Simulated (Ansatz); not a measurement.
**GaO: computed property card**

GaO:
```xyz
8
Lattice="3.0755 0.0000 0.0000 -1.5378 2.6635 0.0000 0.0000 0.0000 12.4029" Properties=species:S:1:pos:R:3 pbc="T T T"
Ga     0.0000     1.7757     1.8648
Ga     1.5378     0.8878     8.0662
Ga     1.5378     0.8878    10.5382
Ga     0.0000     1.7757     4.3367
O      0.0000     1.7757     7.3745
O      1.5378     0.8878     1.1730
O      1.5378     0.8878     5.0285
O      0.0000     1.7757    11.2299
```

Space group P6_3/mmc (No. 194); conventional cell a = 3.0755 Å, b = 3.0755 Å, c = 12.4029 Å, α = 90.00°, β = 90.00°, γ = 120.00°.

Method: r²SCAN+D4 (plane waves, PAW; program Ansatz). The cell and atoms are relaxed at this level. Other levels are named where they apply.

### Cell and energy

```json
{
 "volume_per_atom": "12.70 Å³",
 "density": "5.60 g/cm³",
 "Formation energy from the elements (no fitted shifts)": "-1604 meV/atom"
}
```

### Electronic structure

```json
{
 "band_gap": "1.53 eV (direct)",
 "valence_band_maximum": "at Γ",
 "conduction_band_minimum": "at Γ",
 "electron_effective_mass": "0.18, 0.28, 0.28 mₑ (principal values)",
 "Electron effective mass with spin–orbit coupling": "0.18, 0.28, 0.28 mₑ (principal values)",
 "hole_effective_mass": "0.17 along z (mₑ)",
 "Hole effective mass with spin–orbit coupling": "0.17 along z (mₑ)",
 "HSE06 gap on the r²SCAN+D4 cell": "2.27 eV",
 "Gap with spin–orbit coupling": "1.53 eV"
}
```

### Mechanics

```json
{
 "Bulk modulus (Birch–Murnaghan fit)": "61.4 GPa",
 "Pressure derivative B′": "13.3",
 "Elastic constants (relaxed ions, GPa)": "C11 = 249, C12 = 106, C13 = 49.9, C33 = 66.6, C44 = 42.6",
 "mechanical_stability": "stable (all eigenvalues of C positive)",
 "hill_bulk_and_shear_moduli": "86.6 and 50.4 GPa",
 "Young's modulus": "127 GPa",
 "Poisson's ratio": "0.26",
 "debye_temperature_from_the_elastic_constants": "425 K"
}
```

### Charges

```json
{
 "bader_charges": "Ga +1.28, O -1.28 e"
}
```

The start of the workflow was typed in or built on a structure type; neither database checked (COD, Materials Project) lists it. Its standing as an ambient phase is unchecked. The cell was relaxed with r²SCAN+D4 under the symmetry of its start; its stability against distortions is not shown here. The references are the lowest solids computed at this level, not always the standard phases (solids in place of the gases). Spin–orbit coupling is left out wherever it is not named.

Potentials: the earlier of the program's two PAW sets.
